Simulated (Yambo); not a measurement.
## How GW settings move the gap: PbTe

G0W0@PBEsol for PbTe (rock salt, space group Fm-3m, No. 225) in Yambo. Reference settings: 4×4×4 Γ-centred k mesh, 131 bands and a 8 Ry block in the screening, 131 bands in G with the Bruneval-Gonze terminator, plasmon pole fitted at 27.2 eV. The PBEsol gap L → L on this mesh is 0.74 eV; G0W0 gaps are taken between the same points.

```csv
change from the reference,G0W0 gap L → L (eV),shift of the valence edge (eV),rough Yambo cost
reference settings,1.18,-0.74,1
"47 bands in W, 47 bands in G",1.15,-0.46,about 1/3
47 bands in G,1.18,-0.68,–
84 bands in G,1.18,-0.73,–
59 bands in W,1.17,-0.58,about 1/2
1 Ry block,0.90,-0.30,within a factor of two
3 Ry block,1.07,-0.57,within a factor of two
7 Ry block,1.18,-0.74,within a factor of two
pole fitted at 55 eV,1.20,-0.87,–
"47 bands in G, no terminator",1.07,-0.25,–
"84 bands in G, no terminator",1.13,-0.54,–
no terminator,1.15,-0.65,–
```

The reference isn't shown to be the converged limit. Costs are rough (shared machines), scaled to the same edge states, and given only for runs that recompute the screening.

Spin-orbit coupling is left out; with 6p states at a band edge it can lower the gap by many tenths of an eV, most of a small gap.

The standard potentials for Pb, Te keep a d shell in the valence without the s and p states of that shell. In tests on such compounds this moved G0W0 gaps by up to about 0.9 eV, so absolute quasiparticle energies here are unreliable; differences between settings are what counts.

Geometry of the Materials Project entry, not relaxed at this level; primitive cell a = b = c = 4.626 Å, α = β = γ = 60.00°.

A shift is the quasiparticle energy of the state minus its PBEsol energy.
